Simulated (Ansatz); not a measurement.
**Zincblende alloy of GaN and AlN (40 of 64 Ga sites exchanged), 128 atoms**

Ansatz, PAW, plane waves. PBEsol relaxation of volume and atoms (shape held) at the single k point (½, ½, ½); single points on the relaxed atoms at the Γ point alone, onto which points of the small cell's zone fold. Arrangement: quasirandom. No spin–orbit coupling unless named.

Relaxed structure:

```cif
data_structure
_symmetry_space_group_name_H-M 'P 1'
_symmetry_Int_Tables_number 1
_cell_length_a 12.5095
_cell_length_b 12.5095
_cell_length_c 12.5095
_cell_angle_alpha 60.000
_cell_angle_beta 60.000
_cell_angle_gamma 60.000
_cell_volume 1384.21
loop_
_atom_site_label
_atom_site_type_symbol
_atom_site_fract_x
_atom_site_fract_y
_atom_site_fract_z
_atom_site_occupancy
Al1 Al 0.00038 0.00033 0.00071 1
Al2 Al 0.00084 0.99886 0.49891 1
Al3 Al 0.25021 0.25050 0.24883 1
Al4 Al 0.50004 0.49978 0.99989 1
Al5 Al 0.50078 0.99935 0.49934 1
Al6 Al 0.74948 0.25063 0.24891 1
Al7 Al 0.49929 0.49970 0.49990 1
Al8 Al 0.74999 0.74894 0.24973 1
Al9 Al 0.25059 0.74764 0.75066 1
Al10 Al 0.75006 0.74931 0.75045 1
Al11 Al 0.99964 0.00168 0.24828 1
Al12 Al 0.24993 0.24994 0.99977 1
Al13 Al 0.75072 0.24981 0.00158 1
Al14 Al 0.99968 0.50052 0.24821 1
Al15 Al 0.25007 0.74947 0.99835 1
Al16 Al 0.25188 0.24947 0.49920 1
Al17 Al 0.50190 0.49829 0.25040 1
Al18 Al 0.75100 0.74827 0.00036 1
Al19 Al 0.74827 0.25057 0.49872 1
Al20 Al 0.25097 0.74877 0.50108 1
Al21 Al 0.49773 0.50146 0.74980 1
Al22 Al 0.74763 0.75162 0.49947 1
Al23 Al 0.99909 0.24863 0.00077 1
Al24 Al 0.24936 0.99950 0.25014 1
Al25 Al 0.75003 0.00047 0.24996 1
Al26 Al 0.00090 0.74913 0.99970 1
Al27 Al 0.50019 0.25121 0.49831 1
Al28 Al 0.74868 0.50010 0.24990 1
Al29 Al 0.25160 0.50054 0.74937 1
Al30 Al 0.49979 0.74897 0.50091 1
Al31 Al 0.24779 0.00020 0.00172 1
Al32 Al 0.24995 0.50047 0.99914 1
Al33 Al 0.50114 0.24963 0.25057 1
Al34 Al 0.74977 0.49847 0.00182 1
Al35 Al 0.00004 0.24934 0.75102 1
Al36 Al 0.25242 0.49925 0.49995 1
Al37 Al 0.50077 0.74807 0.25180 1
Al38 Al 0.49942 0.25211 0.74815 1
Al39 Al 0.00079 0.74992 0.75007 1
Al40 Al 0.49962 0.74919 0.74881 1
Ga1 Ga 0.49846 0.99979 0.00084 1
Ga2 Ga 0.00022 0.50042 0.00014 1
Ga3 Ga 0.00086 0.49932 0.50004 1
Ga4 Ga 0.25115 0.75037 0.24996 1
Ga5 Ga 0.25017 0.25108 0.74993 1
Ga6 Ga 0.74913 0.25111 0.74994 1
Ga7 Ga 0.50015 0.99882 0.25213 1
Ga8 Ga 0.00178 0.99787 0.75075 1
Ga9 Ga 0.50029 0.99970 0.74889 1
Ga10 Ga 0.00021 0.49993 0.75127 1
Ga11 Ga 0.49866 0.25267 0.99993 1
Ga12 Ga 0.00087 0.24987 0.49927 1
Ga13 Ga 0.25205 0.49864 0.24886 1
Ga14 Ga 0.50082 0.74804 0.99989 1
Ga15 Ga 0.25039 0.99882 0.75069 1
Ga16 Ga 0.75105 0.99888 0.74911 1
Ga17 Ga 0.00001 0.75076 0.50077 1
Ga18 Ga 0.74829 0.50074 0.75178 1
Ga19 Ga 0.75202 0.99807 0.00206 1
Ga20 Ga 0.99960 0.24927 0.25001 1
Ga21 Ga 0.25121 0.99852 0.49953 1
Ga22 Ga 0.75017 0.00094 0.49776 1
Ga23 Ga 0.99849 0.75163 0.24822 1
Ga24 Ga 0.74832 0.50146 0.49825 1
N1 N 0.06225 0.06261 0.06285 1
N2 N 0.56269 0.06295 0.06293 1
N3 N 0.06471 0.56412 0.06357 1
N4 N 0.06176 0.06023 0.56107 1
N5 N 0.31518 0.30711 0.31328 1
N6 N 0.56384 0.55689 0.06478 1
N7 N 0.55968 0.06612 0.55865 1
N8 N 0.80785 0.31420 0.31309 1
N9 N 0.06783 0.56107 0.56096 1
N10 N 0.31499 0.81374 0.31468 1
N11 N 0.31407 0.31486 0.81384 1
N12 N 0.55729 0.56374 0.56405 1
N13 N 0.80686 0.81466 0.31348 1
N14 N 0.81477 0.31018 0.81581 1
N15 N 0.31413 0.80799 0.81274 1
N16 N 0.81445 0.80747 0.81395 1
N17 N 0.06368 0.05780 0.31374 1
N18 N 0.30755 0.31475 0.06364 1
N19 N 0.56470 0.06390 0.31396 1
N20 N 0.81310 0.31261 0.06289 1
N21 N 0.06160 0.56136 0.31022 1
N22 N 0.30988 0.81477 0.05919 1
N23 N 0.06014 0.06473 0.81563 1
N24 N 0.31451 0.31392 0.55827 1
N25 N 0.56233 0.56178 0.31335 1
N26 N 0.81502 0.80707 0.06396 1
N27 N 0.56119 0.06692 0.81058 1
N28 N 0.81094 0.31171 0.55996 1
N29 N 0.06663 0.56520 0.80970 1
N30 N 0.31446 0.80754 0.56476 1
N31 N 0.55752 0.56341 0.81403 1
N32 N 0.80933 0.80995 0.56510 1
N33 N 0.06471 0.30983 0.05909 1
N34 N 0.30975 0.06526 0.30909 1
N35 N 0.56461 0.31393 0.06432 1
N36 N 0.81446 0.06475 0.30691 1
N37 N 0.06402 0.81483 0.05679 1
N38 N 0.06616 0.30865 0.56602 1
N39 N 0.31639 0.55976 0.31468 1
N40 N 0.56530 0.80909 0.06577 1
N41 N 0.31111 0.06122 0.81742 1
N42 N 0.56190 0.31280 0.56189 1
N43 N 0.81409 0.56347 0.30712 1
N44 N 0.81280 0.06176 0.81327 1
N45 N 0.06470 0.81381 0.56454 1
N46 N 0.31229 0.56211 0.81314 1
N47 N 0.56142 0.81290 0.56229 1
N48 N 0.80976 0.56497 0.81674 1
N49 N 0.30730 0.06376 0.06446 1
N50 N 0.81470 0.06385 0.06480 1
N51 N 0.06515 0.31570 0.30912 1
N52 N 0.31452 0.56359 0.05794 1
N53 N 0.31574 0.06433 0.56007 1
N54 N 0.56326 0.31232 0.31243 1
N55 N 0.80866 0.56274 0.06435 1
N56 N 0.81573 0.06520 0.55846 1
N57 N 0.06079 0.81691 0.31087 1
N58 N 0.05965 0.30985 0.81570 1
N59 N 0.31297 0.56212 0.56276 1
N60 N 0.56422 0.80734 0.31507 1
N61 N 0.55914 0.31657 0.80933 1
N62 N 0.81060 0.56661 0.56132 1
N63 N 0.06485 0.80725 0.81427 1
N64 N 0.56532 0.80915 0.80902 1
```

Q: What are the mean bond lengths by pair (pairs within 1.2 times the sum of covalent radii, less contacts 15 % beyond the pair's median; cation–cation pairs of compounds aside; long ionic contacts are cut short by that bound)?

A: Al–N 1.897 ± 0.006 Å (standard deviation, 160 bonds); Ga–N 1.946 ± 0.007 Å (standard deviation, 96 bonds).

Q: What gap lies between the top filled and the lowest empty level in the single points?

A: HSE06 4.42 eV (34 s on NVIDIA GB200).
